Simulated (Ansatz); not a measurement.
BeSe2: reading a single point

```xyz
6
Lattice="1.5936 2.7602 0.0000 -1.5936 2.7602 0.0000 0.0000 0.0000 12.5646" Properties=species:S:1:pos:R:3 pbc="T T T"
Be    0.0000    1.8401    3.1411
Be    0.0000    3.6802    9.4234
Se    0.0000    1.8401    7.8026
Se    0.0000    3.6802    1.5203
Se    0.0000    1.8401   11.0443
Se    0.0000    3.6802    4.7620
```

Level: r2SCAN, no spin polarisation; 500 eV; 12×12×3 Γ-centred mesh; fermi-dirac occupations (width 0.1104 eV); Ansatz 0.2.0, fixed geometry.

(1) What is the formation energy?

(2) What does the stress say?

(3) Where is the largest force?

(4) Which element gives electrons and which takes them?

(5) Metal or insulator?

Origin: a known structure type with other elements, at an estimated volume, so it need not be a known compound. Caveats: many states at the Fermi level without spin polarisation, so a magnetic state may lie lower.

Answers

(1) 0.15 eV an atom against the elements' usual phases (free molecules for gases, crystals otherwise, with no correction for O₂ or N₂), so at this geometry it isn't bound against them. Relaxing would lower it.

(2) The pressure is -1.2 GPa (compression positive), so with the atoms held at these fractions the cell would first shrink. The principal stresses -5.0, 0.7, 0.7 GPa differ, so its shape would change too.

(3) The largest is on Se6 (and as large on other atoms): 0.79 eV/Å, components (0.00, 0.00, -0.79). It makes 49° with the line to a nearest neighbour, Be1 at 2.45 Å.

(4) Bader charges in e: Be +1.59, Se -0.80. In the mean Be gives up most and Se takes most.

(5) It is a metal, with about 4.5 states/eV a cell as the mean within 0.25 eV of the Fermi level, mostly Se p (95 %).
